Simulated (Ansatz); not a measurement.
Here is the system:

Br:
```
Br
1.0
    4.36268    -2.13514     0.00000
    4.36268     2.13514     0.00000
    0.00000     0.00000     8.71102
Br
4
Direct
  0.64175   0.35825   0.38165
  0.85825   0.14175   0.88165
  0.14175   0.85825   0.11835
  0.35825   0.64175   0.61835
```

This is the PBE-relaxed structure. x, y and z are the axes in which the lattice vectors are written.

Problem. All from the program Ansatz at the PBE level (PAW), unless another level is named. Give the band gap.

Solution. 1.36 eV (smallest direct gap 1.37 eV).

Problem. What about the conduction-band minimum?

Solution. on the Δ0–Γ line, 88 % of the way from Δ0 (k = -0.042, 0.031, 0.000) (4 equivalent valleys).

Problem. And the valence-band maximum?

Solution. at Γ.

Space group Cmce (molecular I2 type). The PBE relaxation kept the symmetry of its start. The substance is a gas or liquid at ambient conditions; this is its low-temperature solid. The volume lies over 15 % above that of the usual cell of this phase: another minimum, or an error of the functional. A crystal of weakly bound units computed without a dispersion correction: the cell and the soft elastic constants depend strongly on that. Scalar-relativistic: spin–orbit coupling is off unless named, which matters more the heavier the elements.

Potentials: the later of the program's two PAW sets.
